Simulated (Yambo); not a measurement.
**Be₃N₂: sweep of GW parameters**

G0W0@LDA for Be$_{3}$N$_{2}$ (space group P6_3/mmc, No. 194) in Yambo. Reference settings: 6×6×2 Γ-centred k mesh, bands 7 to 135 and a 8 Ry block in the screening, 135 bands in G with the Bruneval-Gonze terminator, plasmon pole fitted at 27.2 eV. The LDA gap Γ → M on this mesh is 3.29 eV; G0W0 gaps are taken between the same points.

| change from the reference | G0W0 gap Γ → M (eV) | shift of the valence edge (eV) | rough Yambo cost |
|---|---|---|---|
| reference settings | 4.91 | -0.72 | 1 |
| exchange cut at 20 Ry | 4.80 | -0.57 | – |
| exchange cut at 10 Ry | 4.49 | -0.13 | – |
| exchange cut at 40 Ry | 4.90 | -0.70 | – |
| exchange cut at 5 Ry | 3.55 | 1.37 | – |
| 38 bands in W, 38 bands in G, 2 Ry block | 5.26 | -0.33 | about 1/6 |
| 54 bands in W, 54 bands in G, 2 Ry block | 4.91 | -0.33 | about 1/4 |
| 54 bands in W, 54 bands in G, 3 Ry block | 4.84 | -0.26 | about 1/4 |
| 78 bands in W, 78 bands in G, 5 Ry block | 4.74 | -0.39 | about 1/2 |
| 106 bands in W, 106 bands in G, 2 Ry block | 4.70 | -0.42 | within a factor of two |
| 106 bands in W, 106 bands in G, 3 Ry block | 4.63 | -0.39 | within a factor of two |
| 106 bands in W, 106 bands in G, 6 Ry block | 4.77 | -0.53 | within a factor of two |
| 2 Ry block | 4.67 | -0.43 | within a factor of two |
| 54 bands in W, 54 bands in G, no terminator | 4.87 | 0.04 | about 1/3 |
| 78 bands in W, 78 bands in G, 3 Ry block, no terminator | 4.63 | -0.12 | about 1/2 |

The reference isn't shown to be the converged limit. Costs are rough (shared machines), scaled to the same edge states, and given only for runs that recompute the screening.

Geometry of the Materials Project entry, not relaxed at this level; primitive cell a = 2.8417 Å, b = 2.8417 Å, c = 9.7468 Å, α = 90.00°, β = 90.00°, γ = 120.00°.

The structure is a Materials Project entry; no match was found in the copy of COD used, and its stability was not checked.

A shift is the quasiparticle energy of the state minus its LDA energy.
